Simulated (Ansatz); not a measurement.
**GaN (wurtzite): scan of one atom of the cell**

Starting cell, GaN (wurtzite):

```
GaN
1.0
    3.21838     0.00000     0.00000
   -1.60919     2.78720     0.00000
    0.00000     0.00000     5.24320
Ga N
2 2
Cartesian
  1.60919   0.92907   0.00505
  0.00000   1.85813   2.62665
  1.60919   0.92907   3.27300
  0.00000   1.85813   0.65140
```

Scan: atom 3 (N, nearest neighbour Ga at 1.967 Å; its periodic images, 3.2 Å or more away, move with it) is displaced along Cartesian z, direction (0.000, 0.000, 1.000) in Cartesian axes, by s. The other atoms stay.

All values below come from PBE (plane waves to 420 eV, PAW, scalar-relativistic; Ansatz, a first-principles code). k mesh 10×10×5 (Γ-centred), Fermi-Dirac smearing 0.05 eV. The energy includes the smearing's −TS. Stress and pressure are positive under compression. F∥ is the force on the atom along that direction. GaN was relaxed with its symmetry unable to fall. ΔE is measured from the undisplaced structure.

```json
[
 {"s (Å)": "-0.390", "ΔE (meV/cell)": "807", "F∥ (eV/Å)": "3.279", "P (GPa)": "5.3"},
 {"s (Å)": "-0.312", "ΔE (meV/cell)": "562", "F∥ (eV/Å)": "2.992", "P (GPa)": "3.8"},
 {"s (Å)": "-0.234", "ΔE (meV/cell)": "344", "F∥ (eV/Å)": "2.562", "P (GPa)": "2.4"},
 {"s (Å)": "-0.156", "ΔE (meV/cell)": "167", "F∥ (eV/Å)": "1.953", "P (GPa)": "1.2"},
 {"s (Å)": "-0.078", "ΔE (meV/cell)": "46", "F∥ (eV/Å)": "1.118", "P (GPa)": "0.4"},
 {"s (Å)": "0.000", "ΔE (meV/cell)": "0", "F∥ (eV/Å)": "0.000", "P (GPa)": "0.0"},
 {"s (Å)": "0.078", "ΔE (meV/cell)": "55", "F∥ (eV/Å)": "-1.481", "P (GPa)": "0.3"},
 {"s (Å)": "0.156", "ΔE (meV/cell)": "243", "F∥ (eV/Å)": "-3.439", "P (GPa)": "1.6"},
 {"s (Å)": "0.234", "ΔE (meV/cell)": "608", "F∥ (eV/Å)": "-6.033", "P (GPa)": "4.2"},
 {"s (Å)": "0.312", "ΔE (meV/cell)": "1207", "F∥ (eV/Å)": "-9.489", "P (GPa)": "8.3"},
 {"s (Å)": "0.390", "ΔE (meV/cell)": "2119", "F∥ (eV/Å)": "-14.138", "P (GPa)": "14.5"}
]
```

Key numbers:

The energy at s = 0.390 Å is 2119 meV/cell, the force along the line at s = -0.390 Å comes out as 3.28 eV/Å and the force constant k = d²E/ds² at s = 0 (finite differences) comes out as 16.5 eV/Å². Symmetry of the curve: not even: the positive side lies higher at ±0.390 Å. Shape of the curve: a single well with its minimum at or next to zero displacement. Harmonic estimate at the end of the scan: ½ks² = 1252 meV/cell against the computed 2119 meV/cell, so the well is stiffer than harmonic there.

The 11 points together took around 40 core-seconds (rough).

(For displaced atoms, the force is minus the slope of the energy, and its curvature is a force constant, which sets phonon frequencies.)
